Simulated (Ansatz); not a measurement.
BP:
```yaml
crystal:
  lattice:
    - [3.15836, 0.00000, 0.00000]
    - [-1.57918, 2.73522, 0.00000]
    - [0.00000, 0.00000, 5.24149]
  atoms:
    - { symbol: B, position: [0.66667, 0.33333, 0.50048] }
    - { symbol: B, position: [0.33333, 0.66667, 0.00048] }
    - { symbol: P, position: [0.66667, 0.33333, 0.87452] }
    - { symbol: P, position: [0.33333, 0.66667, 0.37452] }
```

Tensor components refer to the Cartesian frame of this cell.

Task: Give the high-frequency dielectric tensor and the Born effective charge tensors of the independent atoms from DFPT, DFT-LDA in the program Ansatz with PAW potentials.

Result: 
ε∞:
```
8.97  0.00  0.00
0.00  8.97  0.00
0.00  0.00  9.60
```
Z* of atom 1 (B), rows: field, columns: displacement, in e:
```
-0.66   0.00   0.00
 0.00  -0.66   0.00
 0.00   0.00  -0.67
```
Z* of atom 3 (P), rows: field, columns: displacement, in e:
```
0.66  0.00  0.00
0.00  0.66  0.00
0.00  0.00  0.67
```

Space group P6_3mc (wurtzite). The workflow started from a Materials Project entry (that database holds measured and hypothetical structures alike); the Crystallography Open Database copy checked does not list it. It is not the phase usual at ambient conditions (space group No. 216). Symmetry was held in the LDA relaxation; its stability against distortions is not shown here.

Potentials: the later of the program's two PAW sets.
